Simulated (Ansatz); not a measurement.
A plane-wave DFT run in Ansatz 0.2.0 (scalar-relativistic PAW potentials unless the input names others): input and command.

```yaml
crystal:
  lattice:
    - [2.8227735407, 0.0, 0.0]
    - [-1.4113867703, 2.4445935954, 0.0]
    - [1.4113867703, 0.8148645318, 2.1062316879]
  atoms:
    - { symbol: Os, position: [0.0, 0.0, 0.0] }
kpoints:
  mp_grid: { grid: [12, 12, 16] }
hamiltonian:
  xc: r2scan
scf:
  occupations: { method: gaussian, width: 0.1 }
output:
  forces: true
  eigenvalues: true
  stress: true
relax:
  adjacent_minimum: "off"
  f_tol: 0.01
  max_steps: 50
  cell: { fix: [a, b, gamma], stress_tol: 0.1 }
accuracy: medium
```

```bash
ansatz run input.yaml --threads 2 --pin off --max-ram 5120MiB --backend cpu --events-out ev --progress --plain --runs-dir out
```

Abridged log:
```
Warning: crystal.symmetry: narrowed to the stabiliser of the k-point mesh — unitary ops 12 → 4; excluded 8 operations that carry a point of the 12×12×16 mesh (shift [0, 0, 0]) off the mesh (the run samples exactly the mesh kpoints.mp_grid names, as under crystal.symmetry.detect: false, and its converged state has the mesh's symmetry, not the crystal's; ε∞, the Born charges and the force constants of a linear response (`dielectric:` by the response, `phonons.method: dfpt`) are averaged over those of the crystal's operations that the state keeps within a tolerance, where `mesh_tensors`, `unavera ...
Basis set: ecut = 500 eV, 367 PW (Γ), exchange–correlation on 96×96×80 points (64 copies of the dense FFT grid, shifted against one another)
Bands: 12, of which v1, the nominal top of the filled ones, is band 8 counted from 1 (7 counted from 0)
Symmetry: 4 space group operations
k-points: 632 of 2304
SCF iter   1: F=—  HF=-11397.296313 eV  |F-HF|=—  |Δ(HF+E_count)|=         —  Δρ=9.12e-3  dr2=4.15e-3  dr2_τ=1.82e-2  ethr=1.77e-3  ⟨swp⟩=5.0  Hψ=41987  notcnv=0
SCF iter   2: F=—  HF=-11397.313359 eV  |F-HF|=—  |Δ(HF+E_count)|=   1.70e-2  Δρ=5.06e-3  dr2=1.29e-3  dr2_τ=2.34e-4  ethr=2.59e-5  ⟨swp⟩=2.0  Hψ=17577  notcnv=0  defer=73
SCF iter   3: F=—  HF=-11397.313786 eV  |F-HF|=—  |Δ(HF+E_count)|=   4.27e-4  Δρ=4.12e-4  dr2=1.54e-5  dr2_τ=4.11e-6  ethr=8.05e-6  ⟨swp⟩=2.0  Hψ=10065  notcnv=0  defer=73
SCF iter   4: F=—  HF=-11397.313802 eV  |F-HF|=—  |Δ(HF+E_count)|=   1.59e-5  Δρ=1.90e-4  dr2=2.20e-6  dr2_τ=4.38e-7  ethr=9.65e-8  ⟨swp⟩=2.1  Hψ=10405  notcnv=0  defer=73
SCF iter   5: F=—  HF=-11397.313808 eV  |F-HF|=—  |Δ(HF+E_count)|=   6.16e-6  Δρ=7.66e-5  dr2=4.54e-7  dr2_τ=6.99e-8  ethr=1.37e-8  ⟨swp⟩=2.2  Hψ=10768  notcnv=0  defer=73
SCF iter   6: F=-11397.313809 eV  HF=-11397.313809 eV  |F-HF|=4.59e-8  |Δ(HF+E_count)|=   8.45e-7  Δρ=1.83e-5  dr2=2.20e-8  dr2_τ=2.25e-9  ethr=6.25e-10  ⟨swp⟩=6.1  Hψ=35774  notcnv=0
SCF 1 converged in 6 iterations: F = -11397.313809 eV  dr2 = 2.20e-8
relax step   1: F+E_penalty+E_count = -11397.31380874 eV  Δ(F+E_penalty+E_count) = +0.000e0 eV  max|allowed force component| = 0.000e0 eV/Å  Δτ_max = 0.0000 Å  P = -8.621 GPa  Ω = 14.534 Å³  fix = [a, b, gamma]  reactions: a -33.063, b -21.718 GPa; gamma +6.550 GPa/rad (6 SCF iters, dr2 threshold 1.00e-7 eV, accepted)
Crystal: 1 atom, lattice volume = 15.251 Å³
Basis set: ecut = 500 eV, 381 PW (Γ), exchange–correlation on 96×96×80 points (64 copies of the dense FFT grid, shifted against one another)
Initial density: handed on by an earlier stage of this run
Initial wavefunctions: those handed on with the density
SCF iter   1: F=—  HF=-11397.247450 eV  |F-HF|=—  |Δ(HF+E_count)|=         —  Δρ=7.55e-3  dr2=7.82e-3  dr2_τ=1.26e-1  ethr=4.64e-5  ⟨swp⟩=1.0  Hψ=54740  notcnv=0
SCF iter   2: F=—  HF=-11397.346905 eV  |F-HF|=—  |Δ(HF+E_count)|=   9.95e-2  Δρ=2.42e-3  dr2=6.04e-4  dr2_τ=4.06e-4  ethr=4.64e-5  ⟨swp⟩=2.0  Hψ=14526  notcnv=0
   ...
SCF iter   3: F=—  HF=-11397.356386 eV  |F-HF|=—  |Δ(HF+E_count)|=   2.06e-5  Δρ=6.35e-6  dr2=1.49e-9  dr2_τ=1.39e-9  ethr=9.90e-10  ⟨swp⟩=2.0  Hψ=10340  notcnv=0
SCF iter   4: F=—  HF=-11397.356386 eV  |F-HF|=—  |Δ(HF+E_count)|=   1.39e-8  Δρ=1.46e-6  dr2=1.39e-10  dr2_τ=9.62e-11  ethr=9.31e-12  ⟨swp⟩=2.0  Hψ=11616  notcnv=0
SCF iter   5: F=-11397.356386 eV  HF=-11397.356386 eV  |F-HF|=8.19e-11  |Δ(HF+E_count)|=  1.64e-11  Δρ=4.42e-7  dr2=9.70e-12  dr2_τ=1.00e-11  ethr=1.00e-12  ⟨swp⟩=4.1  Hψ=25563  notcnv=0
SCF 5 converged in 5 iterations: F = -11397.356386 eV  dr2 = 9.70e-12
Crystal: 1 atom, lattice volume = 15.018 Å³
SCF iter   1: F=—  HF=-11397.356385 eV  |F-HF|=—  |Δ(HF+E_count)|=         —  Δρ=1.73e-5  dr2=3.79e-8  dr2_τ=8.04e-7  ethr=1.18e-10  ⟨swp⟩=3.3  Hψ=53295  notcnv=0
SCF iter   2: F=-11397.356386 eV  HF=-11397.356386 eV  |F-HF|=5.88e-10  |Δ(HF+E_count)|=   5.91e-7  Δρ=4.42e-6  dr2=1.43e-9  dr2_τ=1.39e-9  ethr=1.18e-10  ⟨swp⟩=2.4  Hψ=27521  notcnv=0
SCF 6 converged in 2 iterations: F = -11397.356386 eV  dr2 = 1.43e-9
relax step   6: F+E_penalty+E_count = -11397.35638576 eV  Δ(F+E_penalty+E_count) = +5.792e-7 eV  max|allowed force component| = 0.000e0 eV/Å  Δτ_max = 0.0000 Å  P = -22.022 GPa  Ω = 15.018 Å³  energy of the carried Pulay correction = -1.161e-6 eV  fix = [a, b, gamma]  reactions: a -39.904, b -26.163 GPa; gamma +7.933 GPa/rad (2 SCF iters, dr2 threshold 2.54e-8 eV, accepted)
SCF iter   1: F=—  HF=-11397.356387 eV  |F-HF|=—  |Δ(HF+E_count)|=         —  Δρ=4.42e-6  dr2=1.44e-9  dr2_τ=1.61e-9  ethr=1.23e-8  ⟨swp⟩=3.1  Hψ=61846  notcnv=0
SCF iter   2: F=—  HF=-11397.356387 eV  |F-HF|=—  |Δ(HF+E_count)|=  6.13e-10  Δρ=1.89e-6  dr2=1.78e-10  dr2_τ=7.27e-11  ethr=9.02e-12  ⟨swp⟩=2.1  Hψ=12282  notcnv=0
SCF iter   3: F=-11397.356387 eV  HF=-11397.356387 eV  |F-HF|=4.55e-11  |Δ(HF+E_count)|=  2.73e-10  Δρ=7.23e-7  dr2=2.67e-11  dr2_τ=9.48e-12  ethr=1.00e-12  ⟨swp⟩=5.1  Hψ=30750  notcnv=0
SCF 7 converged in 3 iterations: F = -11397.356387 eV  dr2 = 2.67e-11
SCF converged after 3 iterations
Free energy (F): -11397.356387 eV
Harris-Foulkes:  -11397.356387 eV  (|F-HF|=4.55e-11)
Internal energy: -11397.352853 eV  (E = F + TS)
E sigma→0 (E₀):  -11397.354620 eV
Entropy (-TS):   -0.003534 eV (-3.534 meV/atom)
Fermi energy:    23.593160 eV
--- Forces (eV/Å), atoms counted from 1 ---
  atom   1  Os     0.00000000     0.00000000     0.00000000
--- Stress (GPa, compression-positive) ---
      -33.198229      -0.285457      -0.016799
       -0.285457     -32.868611      -0.009699
       -0.016799      -0.009699       0.000607
  P = ⅓ Tr σ = -22.0221 GPa (-220.221 kbar)
--- Relaxed structure (5 steps of the walk, 5 accepted, 2 SCFs on fresh bases) ---
  F+E_penalty+E_count = -11397.35638710 eV   max|allowed force component| = 0.000e0 eV/Å   (the final SCF, on the basis selected at the relaxed cell)
  cell:  # Å, volume = 15.0177 Å³
    - [2.82277321, -1.89332969e-7, 0.00136054]
    - [-1.41138677, 2.44459359, 0.0]
    - [1.41240173, 0.81545052, 2.17722112]
  atoms:
    - { symbol: Os, position: [0.0, 0.0, 0.0] }
```

Apart from outputs and empty bands, the input differs from a reference run on usual settings in accuracy: not typed → "medium"; basis.ecutwfc: 500 → not typed. The reference, at the same start, ended its own course with a relaxed volume of 15.02 Å³/atom, pressure -22.02 GPa, largest force 0.000 eV/Å, no gap on the mesh. This run converged in 30 SCF iterations over all its steps (reference: 30) with an energy at zero smearing within 0.01 meV/atom of the reference's, a relaxed volume of 15.02 Å³/atom, pressure -22.02 GPa, largest force 0.000 eV/Å, no gap on the mesh.

Time: 59 s on 2 threads of Arm Neoverse V1 (shared host), peak memory 0.49 GiB.